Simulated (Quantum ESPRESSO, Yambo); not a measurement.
## Quasiparticle gap of CdClOH monolayer

```xyz
4
Lattice="3.6460 0.0000 0.0000 -1.8230 3.1575 0.0000 0.0000 0.0000 16.5000" Properties=species:S:1:pos:R:3 pbc="T T T"
H      0.0000     0.0000     1.7542
O      0.0000     0.0000     0.7860
Cl     0.0000     2.1050    -1.7542
Cd     1.8230     1.0525    -0.2462
```

The layer was cut from Materials Project entry mp-644222 and relaxed with PBEsol in a cell 16.5 Å high, with the Coulomb interaction truncated along z.

Starting point: PBEsol (Quantum ESPRESSO, PseudoDojo norm-conserving, 102 Ry, with spin-orbit coupling). G0W0 in Yambo: 6×6×1 Γ-centred k mesh, bands 9 to 200 and a 6 Ry block in the screening, 200 bands in G with the Bruneval-Gonze terminator, plasmon pole fitted at 27.2 eV, slab-truncated Coulomb interaction, stochastic integration of W near q = 0.

- PBEsol gap along the band path = 2.45 eV
- PBEsol gap between the mesh's edge points (Γ → Γ) = 2.45 eV
- G0W0 gap between the same points = 5.19 eV

| k point | band | E PBEsol (eV) | E QP (eV) | shift (eV) | Z |
|---|---|---|---|---|---|
| Γ | VB−2 | -0.04 | -1.69 | -1.65 | 0.81 |
| Γ | VB−1 | 0.00 | -1.65 | -1.65 | 0.81 |
| Γ | VB | 0.00 | -1.65 | -1.65 | 0.81 |
| Γ | CB | 2.45 | 3.54 | 1.09 | 0.88 |
| Γ | CB+1 | 2.45 | 3.54 | 1.09 | 0.88 |
| M | VB | -0.20 | -1.81 | -1.61 | 0.81 |
| M | CB | 5.11 | 6.96 | 1.84 | 0.85 |
| K | VB | -0.34 | -2.00 | -1.66 | 0.81 |
| K | CB | 5.90 | 8.10 | 2.19 | 0.84 |

Energies count from the PBEsol valence-band maximum.

Nearest settings tried, and what they do to the gap: 132 bands in W, 132 bands in G: +68 meV; 3 Ry block (107 vectors against 343): -106 meV. Not varied: mesh, cell height. So the settings aren't converged at that level.

This is a model layer cut from the bulk structure; whether it is stable on its own was not checked.
